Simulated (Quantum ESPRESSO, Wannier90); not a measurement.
# TePb$_{2}$Se (R-3m), plane waves to Wannier functions

```
begin unit_cell_cart
ang
   -2.2471001365    3.8920916061    0.0000000000
   -4.4942002729    0.0000000000    0.0000000000
   -2.2471001365    1.2973638687    7.3349970000
end unit_cell_cart
begin atoms_frac
Te   0.5000000000  0.5000000000  0.5000000000
Pb   0.2553040000  0.2553040000  0.2340880000
Pb  -0.2553040000 -0.2553040000 -0.2340880000
Se   0.0000000000  0.0000000000  0.0000000000
end atoms_frac
```

Structure: Materials Project mp-1217291, symmetrised, not relaxed again. Not found in the COD (Crystallography Open Database) copy used; not checked further. Method: PBEsol plane waves in Quantum ESPRESSO 7.5 (PseudoDojo norm-conserving files, 69 Ry, spinors with spin-orbit coupling), Bloch states on a 4×4×4 mesh through Γ, Wannier90 4.0.1. Density: 8×8×8 mesh, cold smearing 0.01 Ry. With spin-orbit coupling a semilocal functional can close or falsely invert a small gap; the band order was not checked against a better method. The gap is small at this level and was sampled on the meshes and a path alone.

A tight-binding model is made by disentanglement and projection with no localisation steps (num_iter = 0), so the 32 orbitals stay atom-like: hydrogen-like Te: s;p; Pb: s;p; Se: s;p, axes along x, y, z; frozen window up to 1.55 eV relative to the valence-band maximum. It follows pw.x to 8.5 meV rms for states up to 1.1 eV relative to the valence-band maximum. Matrix elements depend on this choice of orbitals and windows.

Task: What are the on-site energies relative to the valence-band maximum, and how fast do the hoppings decay?

Result: 
```csv
atom,orbitals,energy (eV)
Te1,s↑ s↓,-9.71
Te1,pz↑ pz↓,-0.58
Te1,px↑ px↓ py↑ py↓,-0.60
Pb2,s↑ s↓,-6.96
Pb2,pz↑ pz↓ px↑ px↓ py↑ py↓,1.73
Pb3,s↑ s↓,-6.96
Pb3,pz↑ pz↓ px↑ px↓ py↑ py↓,1.73
Se4,s↑ s↓,-11.68
Se4,pz↑ pz↓ px↑ px↓ py↑ py↓,-1.04
```

```csv
distance of the centres (Å),largest modulus (eV)
3–4,1.1
4–5,0.24
5–6,0.015
6–7,0.25
```

Effective spin-orbit constants λ of λ L·S, from the same-site elements px↑–py↑ (λ/2) and dx2-y2↑–dxy↑ (λ), where they are among the larger elements: Pb2 p 1.2 eV, Pb3 p 1.2 eV.
